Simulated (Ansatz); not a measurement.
# VSi: frozen-core PAW against all-electron methods

```
V Si
1.0
     0.00000    2.76457    2.76457
     2.76457    0.00000    2.76457
     2.76457    2.76457    0.00000
V Si
1 1
Direct
  0.00000 0.00000 0.00000
  0.25000 0.25000 0.25000
```

Atom numbers follow the list: V1, Si2.

The conventional cell has a = 5.529 Å, b = 5.529 Å, c = 5.529 Å, α = 90.00°, β = 90.00°, γ = 90.00°. Around V (atom 1) lie 4 Si at 2.39 Å. Si (atom 2) has 4 V at 2.39 Å as nearest neighbours.

The cell was built from the zincblende type and relaxed in the same program, and has space group F-43m; it needn't be a known or the stable phase.

Other magnetic orders may lie lower; this is the state that the run reached.

All numbers are computed: DFT, PBE, PAW with Ansatz's default frozen-core files, scalar-relativistic (Ansatz 0.2.0); DFT, PBE, all-electron PAW with datasets made for the crystal, scalar-relativistic (Ansatz 0.2.0); DFT, PBE, all-electron LAPW, scalar-relativistic (Ansatz 0.2.0).

For PAW: a Γ-centred 11×11×11 k mesh, Fermi–Dirac smearing of 0.05 eV, cutoff 420 eV, spin-polarised from start moments V1 1.5 μB. The crystal-made all-electron datasets (AE datasets) take a cutoff of 280 eV at this cell. LAPW targets a basis error of 1 meV/atom. The Ansatz runs share mesh, smearing and spin set-up. Plane-wave (PAW) pressures include the program's estimate of the Pulay term.

Stress and pressure are positive in compression.

Levels count from the Fermi level.

```tsv
quantity	PAW	AE datasets	LAPW
pressure (GPa)	-0.01	-0.02	-0.01
moment of the cell (μB)	0.547	0.556	0.555
highest filled spin-up level at X (eV)	-0.543	-0.541	-0.541
lowest empty spin-up level at X (eV)	0.560	0.555	0.555
highest filled spin-up level at U (eV)	-0.458	-0.457	-0.457
lowest empty spin-up level at U (eV)	0.263	0.260	0.260
highest filled spin-up level at W (eV)	-0.480	-0.478	-0.478
lowest empty spin-up level at W (eV)	0.151	0.153	0.152
```

PAW's pressure differs from the LAPW value by about 0.01 GPa or less.
